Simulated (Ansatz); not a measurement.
Ba:
```xyz
1
Lattice="-2.5356 2.5356 2.5356 2.5356 -2.5356 2.5356 2.5356 2.5356 -2.5356" Properties=species:S:1:pos:R:3 pbc="T T T"
Ba     0.0000     0.0000     0.0000
```

Relaxed with DFT-r²SCAN in the program Ansatz with PAW potentials. Indices refer to the conventional cell of Im-3m, a = b = c = 5.0711 Å, α = β = γ = 90.00°.

Simulate the powder diffraction pattern (Co Kα, λ = 1.79026 Å; lines above 1 %) up to 2θ = 90°.

Simulated powder pattern, Co Kα, λ = 1.79026 Å (kinematic, ideal powder, no thermal factors, no anomalous dispersion; the 30 strongest lines at most, above 1 %, up to 2θ = 90°):

```csv
2θ (°),d (Å),I/Imax (%),hkl
28.91,3.586,100,(110)
41.35,2.536,20,(200)
51.24,2.070,42,(211)
59.90,1.793,13,(220)
67.86,1.604,18,(310)
75.39,1.464,4.6,(222)
82.67,1.355,22,(321)
89.83,1.268,2.4,(400)
```

Symmetry was held in the r²SCAN relaxation. Spin–orbit coupling is left out wherever it is not named.

Potentials: the earlier of the program's two PAW sets.
